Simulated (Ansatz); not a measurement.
**Relaxing a structure of TiO2**

The start is a generated trial cell of TiO2 in the rutile structure type. A full variable-cell relaxation at zero pressure is run with r2SCAN (plane waves to 500 eV, PAW, scalar-relativistic; Ansatz, an electronic-structure program). The first steps use a coarse 5×5×8 k-mesh.

Initial structure:
```
TiO2
1.0
    4.59220     0.00000     0.00000
    0.00000     4.59220     0.00000
    0.00000     0.00000     2.95740
Ti O
2 4
Direct
  0.00000   0.00000   0.00000
  0.50000   0.50000   0.50000
  0.30496   0.30496   0.00000
  0.80496   0.19504   0.50000
  0.19504   0.80496   0.50000
  0.69504   0.69504   0.00000
```

Problem. What is the largest force in the starting geometry, and on which atom (counted from 1)?

Solution. 0.05 eV/Å, on O3, O4, O5, O6 (atoms numbered as listed).

Problem. By how much does the energy per atom fall from start to end?

Solution. Under 1 meV/atom.

Problem. Is the relaxed structure metallic? Give its gap.

Solution. 2.23 eV, direct at Γ (no spin-orbit coupling).

Problem. Give the final cell and atomic positions.

Solution. 
Space group P4₂/mnm (No. 136); a = b = 4.598 Å, c = 2.954 Å, α = β = γ = 90.00°

| atom | site | symmetry | x | y | z |
|---|---|---|---|---|---|
| Ti | 2a | m.mm | 0.0000 | 0.0000 | 0.0000 |
| O | 4f | m.2m | 0.3046 | 0.3046 | 0.0000 |

The space group stays P4₂/mnm (No. 136) (the run could not lower it); the end is rutile type, with 6 atoms in the primitive cell. Final values are on a 7×7×11 k-mesh of the relaxed cell. No spin polarisation in the result.

The run could not lose the symmetry of its start; a randomly shaken copy of 12 atoms returns to this structure.
